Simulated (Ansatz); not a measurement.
**What a change of settings does to a run on CoBi**

The structure comes from a relaxation in the same program, started in the rocksalt type. Whether it is a known phase or the ground state wasn't checked. The listed cell was then made from it by scaling, straining or moving an atom.

First run: DFT, PBE, all-electron LAPW, scalar-relativistic (Ansatz 0.2.0).

Command: `ansatz run input.yaml --threads 1 --pin off --max-ram 3072MiB --backend cpu --events-out ev --progress --plain --runs-dir out` The run took about 44 s on 1 thread of a shared machine.

```yaml
crystal:
  lattice:
    - [0.0, 2.7226517207, 2.7226517207]
    - [2.7226517207, 0.0, 2.7226517207]
    - [2.7226517207, 2.7226517207, 0.0]
  atoms:
    - { symbol: Co, position: [0.0, 0.0, 0.0], spin: 2.0 }
    - { symbol: Bi, position: [0.5, 0.5, 0.5] }
magnetization:
  spin_polarized: true
kpoints:
  mp_grid: { grid: [13, 13, 13] }
scf:
  occupations: { method: fermi_dirac, width: 0.05 }
hamiltonian:
  xc: pbe
  pseudopotentials: { kind: all_electron, lapw: { basis_error: 0.00025 } }
output:
  forces: true
  stress: true
  eigenvalues: true
```

Result: converged; pressure -1.91 GPa; moment 0.62 μB; 12 SCF iterations.

Spin–orbit coupling is left out, though it moves levels of the heavy atoms by tenths of an eV or more.

The input is then changed:

```diff
@@ -13,6 +13,7 @@
 scf:
   occupations: { method: fermi_dirac, width: 0.05 }
+  mixing: { preconditioner: local_kerker }
 hamiltonian:
-  xc: pbe
+  xc: lda
   pseudopotentials: { kind: all_electron, lapw: { basis_error: 0.00025 } }
 output:
```

(1) What does the second run give?

Answers

(1) It converged; pressure -10.14 GPa; moment 0.45 μB; 13 SCF iterations.
